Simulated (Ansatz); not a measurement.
A relaxed cell of Pd3F7 is given with its symmetry left out. The cell was found from a structure generator's guess, not taken from experiment.

Theory: DFT PBE, scalar-relativistic, plane waves, PAW in Ansatz. Cutoff 420 eV, Γ-centred mesh, Gaussian smearing, no spin polarisation.

```
CELL_PARAMETERS angstrom
2.92083 -6.80131 0.00000
2.92083 6.80131 0.00000
0.00000 0.00000 4.05680
ATOMIC_POSITIONS crystal
Pd 0.00000 0.00000 0.00000
Pd 0.50000 0.00000 0.00000
Pd 0.00000 0.50000 0.00000
F 0.00000 0.00000 0.50000
F 0.35223 0.14627 0.00000
F 0.64777 0.85373 0.00000
F 0.14627 0.35223 0.00000
F 0.85373 0.64777 0.00000
F 0.50000 0.00000 0.50000
F 0.00000 0.50000 0.50000
```

The zero of energy is the elements' standard structures at the same level (F₂ as a molecule); no fitted shifts are applied.

(1) Find its symmetry and describe it.

(2) What is its formation energy per atom?

(3) Is it a metal?

Answers

(1) Cmmm (No. 65). Conventional cell: a = 5.842 Å, b = 13.603 Å, c = 4.057 Å. Around Pd on a site of symmetry mmm lie 6 F at 2.02–2.03 Å; Pd on a site of symmetry 2/m is surrounded by 4 F at 2.00–2.03 Å; F on a site of symmetry mmm is surrounded by 2 Pd at 2.03 Å; F on a site of symmetry m is surrounded by 2 Pd at 2.00–2.02 Å; 1 more site not described.

(2) −1.17 eV/atom. Whether it is stable depends on the other phases of the system, which aren't compared here.

(3) Yes, bands cross the Fermi level on the 8×8×10 mesh.

The last run used an 8×8×10 mesh (in the run's order of axes) for its 10-atom cell and Gaussian smearing of 0.10 eV. An odd number of electrons in the primitive cell allows no gap without spin; a larger cell or a magnetic state could open one. A later test with randomly moved atoms ended 2 meV/atom lower on a coarse mesh, in Amm2 at a loose tolerance, which is no clear verdict on its stability.
